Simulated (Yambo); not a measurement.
```xyz
6
Lattice="4.0692 0.0000 0.0000 0.0000 4.0692 0.0000 0.0000 0.0000 5.8139" Properties=species:S:1:pos:R:3 pbc="T T T"
O      0.0000     0.0000     2.9070
O      2.0346     2.0346     2.9070
F      2.0346     2.0346     0.0000
F      0.0000     0.0000     0.0000
La     2.0346     0.0000     4.1611
La     0.0000     2.0346     1.6528
```

Response from Yambo on PBEsol (Quantum ESPRESSO, PseudoDojo norm-conserving, 110 Ry, scalar-relativistic) bands: 6×6×4 mesh, 80 bands, 3 Ry local-field block, 0.2 eV broadening.

Problem. Give the static electronic dielectric constant without and with local fields along each axis.

Solution. 
| field along | ε(0), independent particles | ε(0), RPA with local fields | refractive index √ε |
|---|---|---|---|
| x | 3.87 | 3.66 | 1.91 |
| z | 3.66 | 3.22 | 1.79 |
Electronic (clamped-ion) response only. PBEsol gaps are usually too small, which raises these values. Convergence of the RPA response with its 6×6×4 mesh was not tested. x, y and z are Cartesian axes of the cell as given.

Geometry of the Materials Project entry, not relaxed at this level.

The structure is a Materials Project entry; no match was found in the copy of COD used, and its stability was not checked.
